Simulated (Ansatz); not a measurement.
## Two structure types, many compounds: PtS type, P4₂/mmc against zinc blende

A short materials screen. The same compounds were relaxed in two structure types, A (PtS type, P4₂/mmc) and B (zinc blende). The sign of the energy difference maps which chemistry favours which net.

The yardstick is AlAs. Energies compare within a row alone.

### Data

Where the numbers come from (Ansatz, a plane-wave PAW program): energies: PBE, total energy at 0 K with the change to a 700 eV cutoff added (comparable within one formula alone); volumes: PBE, relaxed cell; gaps, gap of B: PBE; electronegativity spread: pymatgen's element table; height above the lowest phase: PBE, against the lowest phase of the formula computed here.

The figures follow from the printed values by these rules: ΔE = E(B) − E(A); volume change = V(B)/V(A) − 1; shift = ΔE − ΔE_ref.

| crystal | E of A (eV/atom) | E of B (eV/atom) | V of A (Å³/atom) | V of B (Å³/atom) | gap of A (eV) | gap of B (eV) | electronegativity spread (Pauling) | lower of the two above the lowest phase (meV/atom) | E(B) − E(A) (meV/atom) | volume change (%) | ΔE against the reference (meV/atom) |
|---|---|---|---|---|---|---|---|---|---|---|---|
| BN | −269.365 | −271.142 | 6.71 | 5.95 | 0.00 | 4.46 | 1.00 | 77 | −1777.0 | −11.3 | −1174 |
| SiC | −442.452 | −443.582 | 11.12 | 10.50 | 0.00 | 1.37 | 0.65 | 1 | −1130 | −5.6 | −527 |
| AlN | −461.194 | −462.108 | 11.17 | 10.67 | 0.00 | 3.31 | 1.43 | 21 | −914.0 | −4.5 | −311 |
| GaN | −2083.160 | −2083.958 | 12.38 | 11.76 | 0.00 | 1.54 | 1.23 | 5 | −798.0 | −5.0 | −195 |
| AlAs, reference | −2696.705 | −2697.308 | 24.41 | 23.50 | 0.00 | 1.50 | 0.57 | 0 | −603.0 | −3.7 | 0 |
| ZnS | −2110.887 | −2111.369 | 21.42 | 20.16 | 0.00 | 2.02 | 0.93 | 0 | −482.0 | −5.9 | 121 |
| CdS | −4578.601 | −4578.916 | 26.74 | 26.02 | 0.00 | 1.04 | 0.89 | 1 | −315.0 | −2.7 | 288 |

Started from generated or typed cells, with no claim that the phase is known: BN; SiC; AlN; GaN; ZnS; CdS. Runs started from generated or typed cells of the structure named: AlAs (for some of its values). No claim is made that these are known or stable phases: AlAs. No gap (0.00) means none at this level, which can close a small real gap. Spin–orbit coupling is left out unless named.

### Worked example

The steps for SiC:

1. ΔE = 1000 × (−443.582 − (−442.452)) = −1130 meV/atom
2. volume change: 100 × (10.50/11.12 − 1) = −5.6 %
3. ΔE against the reference: (−1130) − (−603.0) = −527 meV/atom

### Result

Ranking by ΔE, most in favour of B first: BN (−1777.0 ± 6.9), SiC (−1130 ± 6.9), AlN (−914.0 ± 6.9), GaN (−798.0 ± 6.9), AlAs (−603.0 ± 6.9), ZnS (−482.0 ± 6.9), CdS (−315.0 ± 6.9). The ± follows from allowances picked for this note (energies 0.004 eV/atom, energies 0.004 eV/atom, 4 meV/atom on the figure itself), carried to first order and added in quadrature; ≈ joins neighbours closer than their two ± added in quadrature.

A is lower for no row; B is lower for BN, SiC, AlN, GaN, AlAs, ZnS, CdS.

### Caveats

Phases never computed could lie lower. Vibrational terms are left out. Caveats that name a compound hold for one or both of its types. Rows are a sample of the formulas computed in both types, kept where one of the types is near the lowest computed phase for half the rows or more. Limits of the draw: compounds alone, the lowest cell of each type. As a rule kept out of such tables: 4f compounds, open-shell compounds run without a Hubbard term, cells found unstable in the tests at hand, cells close to a higher symmetry, and runs set to a pressure or over 12 % in volume from the crystal's fullest run.
